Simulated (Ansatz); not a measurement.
Input file for Ansatz (a program for electronic structure):

Ansatz 0.2 input:
```yaml
crystal:
  lattice:
    - [3.2469442299, 0.0, 0.0]
    - [0.0, 3.2469442299, 0.0]
    - [0.0, 0.0, 3.2469442299]
  atoms:
    - { symbol: In, position: [0.5, 0.5, 0.5] }
    - { symbol: Pd, position: [0.0, 0.0, 0.0] }
kpoints:
  mp_grid: { grid: [26, 26, 26] }
hamiltonian:
  xc: pbesol
  pseudopotentials: { azcp: { folder: ./paw }, kind: paw }
scf:
  occupations: { method: fermi_dirac, width: 0.1 }
elastic: { mode: relaxed_ion, stencil: two_point, amplitude: 0.005, f_tol: 0.0005 }
```

Output (shortened):

```
Pseudopotential: In, paw, valence charge 13
Pseudopotential: Pd, paw, valence charge 18
Functional definition: PBEsol
Crystal: 2 atoms, lattice volume = 34.231 Å³
Basis set: ecut = 420 eV, 691 PW (Γ), exchange–correlation on 48×48×48 points (8 copies of the dense FFT grid, shifted against one another)
Bands: 20, of which v1, the nominal top of the filled ones, is band 16 counted from 1 (15 counted from 0)
Symmetry: 48 space group operations
Space group: Pm-3m (ITA 221), of the structure as read, at distance tolerance 3.2e-5 Å
k-points: 560 of 17576
SCF iter   1: F=—  HF=-12436.927080 eV  |F-HF|=—  |Δ(HF+E_count)|=         —  Δρ=2.07e-1  dr2=2.05e1  ethr=3.10e-3  ⟨swp⟩=5.5  Hψ=51675  notcnv=0
preconditioner: auto → none
SCF iter   2: F=—  HF=-12435.016361 eV  |F-HF|=—  |Δ(HF+E_count)|=    1.91e0  Δρ=1.34e-1  dr2=9.31e0  ethr=3.10e-3  ⟨swp⟩=2.0  Hψ=20578  notcnv=0
SCF iter   3: F=—  HF=-12433.285577 eV  |F-HF|=—  |Δ(HF+E_count)|=    1.73e0  Δρ=2.08e-2  dr2=2.22e-1  ethr=3.10e-3  ⟨swp⟩=3.2  Hψ=19899  notcnv=0
SCF iter   4: F=—  HF=-12433.249440 eV  |F-HF|=—  |Δ(HF+E_count)|=   3.61e-2  Δρ=3.08e-3  dr2=2.77e-3  ethr=7.16e-4  ⟨swp⟩=2.0  Hψ=18336  notcnv=0  defer=23
SCF iter   5: F=—  HF=-12433.248675 eV  |F-HF|=—  |Δ(HF+E_count)|=   7.64e-4  Δρ=1.56e-3  dr2=9.67e-4  ethr=8.92e-6  ⟨swp⟩=2.0  Hψ=17633  notcnv=0  defer=23
SCF iter   6: F=—  HF=-12433.248360 eV  |F-HF|=—  |Δ(HF+E_count)|=   3.16e-4  Δρ=2.06e-4  dr2=2.57e-5  ethr=3.12e-6  ⟨swp⟩=2.0  Hψ=14562  notcnv=0  defer=23
SCF iter   7: F=—  HF=-12433.248352 eV  |F-HF|=—  |Δ(HF+E_count)|=   7.75e-6  Δρ=5.87e-5  dr2=2.07e-6  ethr=8.31e-8  ⟨swp⟩=2.0  Hψ=14609  notcnv=0  defer=23
SCF iter   8: F=—  HF=-12433.248352 eV  |F-HF|=—  |Δ(HF+E_count)|=   1.51e-7  Δρ=1.64e-5  dr2=1.60e-7  ethr=6.69e-9  ⟨swp⟩=1.2  Hψ=11338  notcnv=0  defer=23
SCF iter  11: F=-12433.248352 eV  HF=-12433.248352 eV  |F-HF|=1.82e-12  |Δ(HF+E_count)|=  7.28e-12  Δρ=9.32e-9  dr2=2.10e-14  ethr=1.00e-12  ⟨swp⟩=4.9  Hψ=39007  notcnv=0
the search or the solves at the SCF's close seem to have found levels that the self-consistency loop had missed (the run counts 1) …
SCF 1 converged in 11 iterations: F = -12433.248352 eV  dr2 = 2.10e-14
Crystal: 2 atoms, lattice volume = 34.060 Å³
Symmetry: 16 space group operations
k-points: 1470 of 17576
iter 1 solved again at ethr=1.07e-6 eV; its pass at ethr=3.10e-3 eV (dr2=3.33e-4 eV) is discarded
SCF iter   1: F=—  HF=-12433.247888 eV  |F-HF|=—  |Δ(HF+E_count)|=         —  Δρ=7.99e-4  dr2=2.78e-4  ethr=1.07e-6  ⟨swp⟩=2.1  Hψ=155352  notcnv=0  defer=24
preconditioner: auto → none
SCF iter   2: F=—  HF=-12433.247835 eV  |F-HF|=—  |Δ(HF+E_count)|=   5.25e-5  Δρ=2.67e-4  dr2=1.82e-5  ethr=8.98e-7  ⟨swp⟩=2.0  Hψ=33857  notcnv=0  defer=24
SCF iter   3: F=—  HF=-12433.247823 eV  |F-HF|=—  |Δ(HF+E_count)|=   1.19e-5  Δρ=7.56e-5  dr2=1.98e-6  ethr=5.87e-8  ⟨swp⟩=2.1  Hψ=51768  notcnv=0  defer=24
SCF iter   4: F=—  HF=-12433.247824 eV  |F-HF|=—  |Δ(HF+E_count)|=   7.31e-7  Δρ=8.73e-6  dr2=8.83e-9  ethr=6.39e-9  ⟨swp⟩=2.0  Hψ=34710  notcnv=0  defer=24
SCF iter   5: F=—  HF=-12433.247824 eV  |F-HF|=—  |Δ(HF+E_count)|=   3.07e-9  Δρ=1.25e-6  dr2=4.19e-10  ethr=2.85e-11  ⟨swp⟩=2.4  Hψ=43549  notcnv=0  defer=24
SCF iter   6: F=—  HF=-12433.247824 eV  |F-HF|=—  |Δ(HF+E_count)|=  1.06e-10  Δρ=2.45e-7  dr2=9.52e-12  ethr=1.35e-12  ⟨swp⟩=2.0  Hψ=42699  notcnv=0  defer=24
SCF iter   7: F=—  HF=-12433.247824 eV  |F-HF|=—  |Δ(HF+E_count)|=  3.64e-12  Δρ=4.63e-8  dr2=2.19e-13  ethr=3.07e-14 (applied; sched 1.00e-12)  ⟨swp⟩=2.0  Hψ=42942  notcnv=0  defer=49
SCF iter   8: F=-12433.247824 eV  HF=-12433.247824 eV  |F-HF|=1.82e-12  |Δ(HF+E_count)|=  1.82e-12  Δρ=7.13e-9  dr2=4.60e-15  ethr=1.00e-12  ⟨swp⟩=4.0  Hψ=90555  notcnv=0
SCF 2 converged in 8 iterations: F = -12433.247824 eV  dr2 = 4.60e-15
Crystal: 2 atoms, lattice volume = 34.403 Å³
iter 1 solved again at ethr=1.67e-10 eV; its pass at ethr=3.10e-3 eV (dr2=5.19e-8 eV) is discarded
SCF iter   1: F=—  HF=-12433.248038 eV  |F-HF|=—  |Δ(HF+E_count)|=         —  Δρ=6.43e-5  dr2=5.02e-8  ethr=1.67e-10  ⟨swp⟩=2.8  Hψ=160100  notcnv=0  defer=15
preconditioner: auto → none
SCF iter   2: F=—  HF=-12433.248036 eV  |F-HF|=—  |Δ(HF+E_count)|=   2.31e-6  Δρ=3.21e-5  dr2=1.09e-8  ethr=1.62e-10  ⟨swp⟩=1.0  Hψ=29473  notcnv=0  defer=15
SCF iter   3: F=—  HF=-12433.248036 eV  |F-HF|=—  |Δ(HF+E_count)|=   9.82e-8  Δρ=2.06e-6  dr2=2.74e-10  ethr=3.52e-11  ⟨swp⟩=1.0  Hψ=29352  notcnv=0  defer=15
SCF iter   4: F=—  HF=-12433.248036 eV  |F-HF|=—  |Δ(HF+E_count)|=  2.20e-10  Δρ=2.66e-7  dr2=4.04e-12  ethr=8.82e-13 (applied; sched 1.00e-12)  ⟨swp⟩=2.0  Hψ=43694  notcnv=0  defer=23
SCF iter   5: F=—  HF=-12433.248036 eV  |F-HF|=—  |Δ(HF+E_count)|=  3.64e-12  Δρ=5.49e-8  dr2=1.25e-13  ethr=1.30e-14 (applied; sched 1.00e-12)  ⟨swp⟩=2.3  Hψ=45023  notcnv=0  defer=48
SCF iter   6: F=-12433.248036 eV  HF=-12433.248036 eV  |F-HF|=0.00e0  |Δ(HF+E_count)|=    0.00e0  Δρ=5.21e-9  dr2=3.73e-15  ethr=1.00e-12  ⟨swp⟩=3.8  Hψ=85480  notcnv=0
SCF 3 converged in 6 iterations: F = -12433.248036 eV  dr2 = 3.73e-15
Crystal: 2 atoms, lattice volume = 34.231 Å³
Symmetry: 8 space group operations
k-points: 2562 of 17576
iter 1 solved again at ethr=1.61e-7 eV; its pass at ethr=3.10e-3 eV (dr2=4.98e-5 eV) is discarded
SCF iter   1: F=—  HF=-12433.248206 eV  |F-HF|=—  |Δ(HF+E_count)|=         —  Δρ=3.08e-4  dr2=1.01e-5  ethr=1.61e-7  ⟨swp⟩=2.0  Hψ=265879  notcnv=0  defer=26
preconditioner: auto → none
SCF iter   2: F=—  HF=-12433.248201 eV  |F-HF|=—  |Δ(HF+E_count)|=   4.99e-6  Δρ=1.33e-4  dr2=1.73e-6  ethr=3.27e-8  ⟨swp⟩=1.0  Hψ=51700  notcnv=0  defer=26
SCF iter   3: F=—  HF=-12433.248200 eV  |F-HF|=—  |Δ(HF+E_count)|=   1.30e-6  Δρ=1.12e-5  dr2=1.03e-8  ethr=5.59e-9  ⟨swp⟩=1.5  Hψ=67237  notcnv=0  defer=26
SCF iter   4: F=—  HF=-12433.248200 eV  |F-HF|=—  |Δ(HF+E_count)|=  1.58e-10  Δρ=1.18e-6  dr2=3.05e-10  ethr=3.33e-11  ⟨swp⟩=2.1  Hψ=82685  notcnv=0  defer=26
SCF iter   5: F=—  HF=-12433.248200 eV  |F-HF|=—  |Δ(HF+E_count)|=  4.18e-11  Δρ=2.91e-7  dr2=1.63e-11  ethr=9.83e-13 (applied; sched 1.00e-12)  ⟨swp⟩=2.2  Hψ=82174  notcnv=0  defer=28
SCF iter   6: F=—  HF=-12433.248200 eV  |F-HF|=—  |Δ(HF+E_count)|=  1.82e-12  Δρ=5.88e-8  dr2=4.90e-13  ethr=5.26e-14 (applied; sched 1.00e-12)  ⟨swp⟩=2.1  Hψ=66764  notcnv=0  defer=78
SCF iter   7: F=-12433.248200 eV  HF=-12433.248200 eV  |F-HF|=3.64e-12  |Δ(HF+E_count)|=  3.64e-12  Δρ=4.82e-9  dr2=3.09e-15  ethr=1.00e-12  ⟨swp⟩=4.0  Hψ=158497  notcnv=0
SCF 4 converged in 7 iterations: F = -12433.248200 eV  dr2 = 3.09e-15
Crystal: 2 atoms, lattice volume = 34.231 Å³
iter 1 solved again at ethr=5.92e-11 eV; its pass at ethr=3.10e-3 eV (dr2=1.84e-8 eV) is discarded
SCF iter   1: F=—  HF=-12433.248204 eV  |F-HF|=—  |Δ(HF+E_count)|=         —  Δρ=3.11e-5  dr2=1.85e-8  ethr=5.92e-11  ⟨swp⟩=2.7  Hψ=276154  notcnv=0  defer=14
preconditioner: auto → none
SCF iter   2: F=—  HF=-12433.248200 eV  |F-HF|=—  |Δ(HF+E_count)|=   3.81e-6  Δρ=1.56e-5  dr2=3.56e-9  ethr=5.92e-11  ⟨swp⟩=2.6  Hψ=81967  notcnv=0  defer=14
SCF iter   3: F=—  HF=-12433.248200 eV  |F-HF|=—  |Δ(HF+E_count)|=   2.71e-8  Δρ=1.53e-6  dr2=1.41e-10  ethr=1.15e-11  ⟨swp⟩=1.0  Hψ=51365  notcnv=0  defer=14
SCF iter   4: F=—  HF=-12433.248200 eV  |F-HF|=—  |Δ(HF+E_count)|=  1.80e-10  Δρ=1.83e-7  dr2=2.49e-12  ethr=4.54e-13 (applied; sched 1.00e-12)  ⟨swp⟩=2.0  Hψ=80225  notcnv=0  defer=63
SCF iter   5: F=-12433.248200 eV  HF=-12433.248200 eV  |F-HF|=1.82e-12  |Δ(HF+E_count)|=  5.46e-12  Δρ=2.37e-8  dr2=4.29e-14  ethr=1.00e-12  ⟨swp⟩=3.0  Hψ=191646  notcnv=0
SCF 5 converged in 5 iterations: F = -12433.248200 eV  dr2 = 4.29e-14
SCF converged after 11 iterations
Free energy (F): -12433.248352 eV
Harris-Foulkes:  -12433.248352 eV  (|F-HF|=1.82e-12)
Internal energy: -12433.225569 eV  (E = F + TS)
E sigma→0 (E₀):  -12433.236960 eV
Entropy (-TS):   -0.022783 eV (-11.391 meV/atom)
Fermi energy:    17.097366 eV
--- Per-component energies (eV) ---
  E_band       = -135.884849
  E_kinetic    = 671.539848
  E_local      = -2878.688121  (includes V_loc(G=0)·N_el)
  E_nonlocal   = 701.785999
  E_hartree    = 1171.362356
  E_xc         = -280.546004
  E_vxc        = -266.080728  (∫ρ·V_xc dr)
  E_paw        = -7885.316538  (= ΣΔE_a)
  E_vpaw       = -707.166934  (= ΣTr[D̂ρ^β])
  E_aug_tail   = 0.000370  (compensation charges beyond the density's cutoff)
  E_ewald      = -3933.901908
  E_core_change = 0.538429  (= ΣΔE_core)
  E_smearing   = -0.022783  (= −TS)
  E_closure    = 0.000000  (closes the sum)
  Σ components = -12433.248352   (vs F -12433.248352, Δ=0.00e0)
  [band-id]    e_kinetic+e_local+e_nonlocal+2·e_hartree+e_vxc+e_vpaw+e_augmentation_tail = -135.884855   (vs E_band -135.884849, Δ=-5.37e-6)
--- Forces (eV/Å), atoms counted from 1 ---
  atom   1  In     0.00000000     0.00000000     0.00000000
  atom   2  Pd     0.00000000     0.00000000     0.00000000
  max |Σ_I F_I| component: 0.0 eV/Å
--- Stress (GPa, compression-positive) ---
        0.093972       0.000000       0.000000
        0.000000       0.093972       0.000000
        0.000000       0.000000       0.093972
  P = ⅓ Tr σ = 0.0940 GPa (0.940 kbar)
--- Band table (eV; the first three rows and the last of 560) ---
  k-point 0: bands = ["-67.4784", "-33.2393", "-33.2393", "-33.2393", "2.1211", "2.1211", "2.5633", "2.5633", "2.5633", "6.7580", "13.1212", "13.1212", "14.7260", "14.7260", "14.7260", "21.2637", "21.2637", "21.2637", "26.7320", "27.7908"]
  k-point 1: bands = ["-67.4784", "-33.2398", "-33.2393", "-33.2393", "2.1221", "2.1267", "2.5617", "2.5617", "2.5639", "6.7820", "13.1213", "13.1258", "14.7065", "14.7065", "14.7247", "21.0795", "21.3132", "21.3132", "26.8377", "27.7809"]
  k-point 2: bands = ["-67.4783", "-33.2414", "-33.2392", "-33.2392", "2.1249", "2.1429", "2.5568", "2.5568", "2.5654", "6.8540", "13.1214", "13.1382", "14.6503", "14.6503", "14.7212", "20.5965", "21.4596", "21.4596", "27.0151", "27.7515"]
  k-point 559: bands = ["-67.4733", "-33.2685", "-33.2685", "-33.2685", "2.2698", "2.2698", "2.2698", "2.7955", "2.7955", "12.0213", "12.0213", "12.0213", "15.3677", "15.3677", "17.0267", "20.8420", "20.8420", "20.8420", "21.5314", "21.5314"]
--- Elastic constants: 2 strain directions × 2 members + reference (group order 48) ---
  dense FFT box of the reference and of every strained cell: 24×24×24
  strains applied: 11, 23; error gains: componentwise 1.00 (the most a stress slope's error grows in a printed constant), spectral 1.73 (1 for all six strains …
  C = ∂σ_k/∂η_j (tension-positive GPa; Voigt order 11 22 33 23 13 12):
       157.732    125.739    125.739      0.000      0.000      0.000
       125.739    157.732    125.739      0.000      0.000      0.000
       125.739    125.739    157.732      0.000      0.000      0.000
         0.000      0.000      0.000     56.729      0.000      0.000
         0.000      0.000      0.000      0.000     56.729      0.000
         0.000      0.000      0.000      0.000      0.000     56.729
  reference stress σ⁰ (GPa):     -0.094     -0.094     -0.094      0.000      0.000      0.000
  C* (energy form; C + prestress term) asymmetry max|C*_kj − C*_jk| = 2.842e-14 GPa — a small one proves nothing (zero by symmetry where the batch's group is …
  moduli (Voigt/Reuss/Hill, GPa): K = 136.40/136.40/136.40   G = 40.44/28.10/34.27   E = 94.87   ν = 0.384
  mechanically stable: yes (min eigenvalue of sym C = 31.99 GPa)
  where every solve meets its electron count the energy-path curvature estimates C_jj along a normal strain and C_jj − ¼(σ⁰_aa + σ⁰_bb) along a shear (ab), of …
  strain η (Voigt 11):  stress-route row diagonal C_11 = 157.73 GPa, energy-path curvature d²(F+E_count+ΔE)/dδ²/Ω₀ = 157.73 GPa
         δ    σ_11 (GPa)             F (eV)   n_scf  n_hpsi   n_pw
    -5.000e-3      -0.8979      -12433.2478238       8  518958    691   relax 0 steps, max|allowed force component| 0.0 eV/Å
     5.000e-3       0.6794      -12433.2480362       6  416654    699   relax 0 steps, max|allowed force component| 0.0 eV/Å
  strain η (Voigt 23):  stress-route row diagonal C_44 = 56.73 GPa, energy-path curvature d²(F+E_count+ΔE)/dδ²/Ω₀ = 56.78 GPa
         δ    σ_23 (GPa)             F (eV)   n_scf  n_hpsi   n_pw
    -5.000e-3      -0.2836      -12433.2481999       7  815940    693   relax 0 steps, max|allowed force component| 0.0 eV/Å
     5.000e-3       0.2836      -12433.2481999       5  722363    693   relax 0 steps, max|allowed force component| 0.0 eV/Å
```

Cost: around 5 core-minutes (rough) on shared cores.

The PBEsol relaxation kept the symmetry of its start. No spin polarisation was allowed. As this level gives no gap, shear constants depend on the k-mesh and smearing (Fermi–Dirac, 0.1 eV here). Scalar-relativistic: spin–orbit coupling is off unless named, which matters more the heavier the elements.

Potentials: the earlier of the program's two PAW sets. The files were generated under PBE; for other functionals the program regenerates the frozen cores, and for LDA and PBEsol the local potential too.

Ansatz is a plane-wave DFT program.
